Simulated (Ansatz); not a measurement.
NiSb:
```xyz
4
Lattice="3.9143 0.0000 0.0000 -1.9571 3.3899 0.0000 0.0000 0.0000 5.0741" Properties=species:S:1:pos:R:3 pbc="T T T"
Ni     0.0000     0.0000     0.0000
Ni     0.0000     0.0000     2.5371
Sb     0.0000     2.2599     1.2685
Sb     1.9571     1.1300     3.8056
```

Relaxed with PBEsol. Special points in fractions of this cell's reciprocal vectors: Γ (0.000, 0.000, 0.000); M (0.500, 0.000, 0.000); K (0.333, 0.333, 0.000); A (0.000, 0.000, 0.500); L (0.500, 0.000, 0.500); H (0.333, 0.333, 0.500).

List the band energies nearest the Fermi level at these points for the program Ansatz at the PBEsol with spin–orbit coupling level (PAW).

In eV from the Fermi level; about four levels below and three above (degenerate sets whole), none deeper than 8.9 eV; points with the same levels are listed once.

```csv
k,below,above
Γ,-1.37 -1.37 -1.28 -1.28,0.03 0.03 0.27 0.27
M,-1.29 -1.29 -0.31 -0.31,1.21 1.21 3.44 3.44
K,-0.65 -0.65 -0.56 -0.56,0.68 0.68 0.75 0.75
A,-2.11 -2.11 -2.11 -2.11,0.30 0.30 0.30 0.30
L,-1.79 -1.79 -1.79 -1.79,0.20 0.20 0.20 0.20
H,-1.31 -1.31 -1.24 -1.24,4.27 4.27 4.48 4.48
```

Space group P6_3/mmc (NiAs type). Symmetry was held in the PBEsol relaxation; of distortions, only those at the zone centre were tested. The workflow began spin-polarised and lost its moments.

Potentials: the later of the program's two PAW sets.
